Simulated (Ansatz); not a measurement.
Level of theory: DFT PBE, scalar-relativistic, plane waves, PAW in Ansatz 0.2.0. Cutoff 420 eV, Γ-centred meshes of about 0.25 Å⁻¹ or finer for metals and 0.3 Å⁻¹ for insulators (2π included), Gaussian smearing. No spin polarisation.

Temperature and zero-point effects are left out.

Two relaxed structures of AgSn2SeI3:

A.

```yaml
crystal:
  lattice:
    - [4.68003, 0.00000, 0.00000]
    - [-0.04644, 7.13110, 0.00000]
    - [-2.33635, -2.00057, 8.93057]
  atoms:
    - { symbol: Ag, position: [0.51848, 0.78342, 0.04909] }
    - { symbol: Sn, position: [0.35258, 0.59586, 0.71840] }
    - { symbol: Sn, position: [0.19282, 0.99804, 0.40146] }
    - { symbol: Se, position: [0.32190, 0.22434, 0.66787] }
    - { symbol: I, position: [0.60769, 0.15465, 0.22204] }
    - { symbol: I, position: [0.74744, 0.68917, 0.50648] }
    - { symbol: I, position: [0.99656, 0.56182, 0.00923] }
```

B.

```yaml
crystal:
  lattice:
    - [-3.07785, 3.07785, 6.59781]
    - [3.07785, -3.07785, 6.59781]
    - [3.07785, 3.07785, -6.59781]
  atoms:
    - { symbol: Ag, position: [0.06639, 0.06639, 0.00000] }
    - { symbol: Sn, position: [0.35667, 0.85667, 0.50000] }
    - { symbol: Sn, position: [0.85667, 0.35667, 0.50000] }
    - { symbol: Se, position: [0.87006, 0.87006, 0.00000] }
    - { symbol: I, position: [0.63254, 0.13254, 0.50000] }
    - { symbol: I, position: [0.13254, 0.63254, 0.50000] }
    - { symbol: I, position: [0.40056, 0.40056, 0.00000] }
```

Task: Which form is favoured at zero pressure, and by what margin per atom?

Result: B is lower, by 19 meV/atom. A has space group P1 (No. 1), 42.6 Å³/atom and a gap of 1.22 eV on its mesh; B has space group I4mm (No. 107), 35.7 Å³/atom and a gap of 0.43 eV. Counting I or Se atoms around Ag and Sn (for each partner element, those within 1.25 times its shortest distance or 1.15 times the sum of covalent radii, where it is the nearest in units of that sum or under 1.3; a plus sign parts groups by distance over the sum of covalent radii), A has Ag 3, Sn 1+4 and B has Ag 1+4, Sn 6. The denser one is the lower, and pressure would at first widen the difference. In A, Ag is surrounded by 3 I at 2.77–2.80 Å and 1 Sn at 3.03 Å; Sn on its first site has 1 Se at 2.59 Å, 1 Ag at 3.03 Å, 2 I at 3.20 Å and 2 I at 3.59 Å; around Se lie 2 Sn at 2.59–2.61 Å; around I on its first site lie 1 Ag at 2.77 Å and 2 Sn at 3.19–3.21 Å; 3 more sites not described. In B, Ag is surrounded by 1 Se at 2.59 Å and 4 I at 3.20 Å; around Sn lie 3 I at 2.96–3.13 Å, 2 Se at 3.08 Å and 1 I at 3.64 Å; around Se lie 1 Ag at 2.59 Å and 4 Sn at 3.08 Å; I on a site of symmetry 2mm has 1 Sn at 2.96 Å, 2 Ag at 3.20 Å and 1 Sn at 3.64 Å; 1 more site not described. Both come from trial cells of a structure search, whose lowest cell (P1, 38.7 Å³/atom) lies 49 meV/atom below the lower of the two.

Spin–orbit coupling, which can matter for I, is left out. Kohn–Sham gaps at this level usually fall short of measured ones. The missing spin–orbit coupling can work the other way here. With atoms moved at random, A came back. B had no clear such test and can be a saddle point. Some candidate types were left out of the draw beforehand, so a known form may be missing.
